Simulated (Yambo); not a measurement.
G0W0@LDA for Rh2O3 (corundum, space group R-3c, No. 167) in Yambo. Reference settings: 2×2×2 Γ-centred k mesh, bands 17 to 185 and a 7 Ry block in the screening, 185 bands in G with the Bruneval-Gonze terminator, plasmon pole fitted at 27.2 eV. The LDA gap Γ → F on this mesh is 0.53 eV; G0W0 gaps are taken between the same points.

The settings were changed. The gap went from 1.04 eV to 1.16 eV, and the shift of the valence edge from 0.27 eV to 0.47 eV.

Q: Name the change that produced these shifts.
A) 71 bands in W, 71 bands in G, 4 Ry block
B) 151 bands in W, 151 bands in G, 3 Ry block, no terminator
C) 71 bands in W, 71 bands in G, 3 Ry block
D) 71 bands in W, 71 bands in G, 2 Ry block

A: B, 151 bands in W, 151 bands in G, 3 Ry block, no terminator. The others gave (gap, valence shift): 71 bands in W, 71 bands in G, 2 Ry block: 1.52, 0.05 eV; 71 bands in W, 71 bands in G, 3 Ry block: 1.18, 0.39 eV; 71 bands in W, 71 bands in G, 4 Ry block: 1.07, 0.48 eV.

Spin-orbit coupling is not included.

Geometry of the Materials Project entry, not relaxed at this level; primitive cell a = b = c = 5.500 Å, α = β = γ = 55.76°.

A shift is the quasiparticle energy of the state minus its LDA energy.
